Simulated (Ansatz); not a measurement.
Relaxed-ion elastic tensor of TePb (rock salt, space group No. 225) in GPa (Voigt order), DFT-r²SCAN+D4 in the program Ansatz with PAW potentials; density 8.07 g/cm³, 34.45 Å³ per atom.

```
 120   5.1   5.1   0.0   0.0   0.0
 5.1   120   5.1   0.0   0.0   0.0
 5.1   5.1   120   0.0   0.0   0.0
 0.0   0.0   0.0  15.4   0.0   0.0
 0.0   0.0   0.0   0.0  15.4   0.0
 0.0   0.0   0.0   0.0   0.0  15.4
```

**Question.** Is the crystal mechanically stable?

**Answer.** Yes: the smallest eigenvalue of C is 15.4 GPa.

**Question.** Work out the Voigt, Reuss and Hill averages.

**Answer.** K_V = 43.4, K_R = 43.4, K_H = 43.4; G_V = 32.2, G_R = 21.8, G_H = 27.0 GPa.

**Question.** Give Young's modulus, Poisson's ratio, Pugh's ratio and the universal anisotropy index.

**Answer.** E = 9KG/(3K + G) = 67.1 GPa; ν = 0.24; K/G = 1.61 (brittle by the Pugh limit of 1.75); A_U = 5G_V/G_R + K_V/K_R − 6 = 2.39.

**Question.** Estimate the sound speeds and the Debye temperature.

**Answer.** v_l = √((K + 4G/3)/ρ) = 3140 m/s, v_t = √(G/ρ) = 1830 m/s, mean 2030 m/s; Θ = (h/k)(3n/4πV)^(1/3) v_m = 186 K.

**Question.** Give the Zener ratio and Young's modulus along [100], [110] and [111].

**Answer.** A = 2C44/(C11 − C12) = 0.27; 1/E = S11 − 2(S11 − S12 − S44/2)Γ with Γ = 0, 1/4, 1/3 gives 120, 49.5, 41.4 GPa.

**Question.** Solve the Christoffel equation for the three sound speeds along [100], [110], [111].

**Answer.** Eigenvalues of C_ijkl n_j n_l equal ρv². In km/s, slowest first: [100] 1.38, 1.38, 3.86; [110] 1.38, 2.67, 3.11; [111] 2.32, 2.32, 2.82.

Space group Fm-3m (rock salt). Symmetry was held in the r²SCAN+D4 relaxation. Spin–orbit coupling is left out wherever it is not named.

Potentials: the later of the program's two PAW sets.
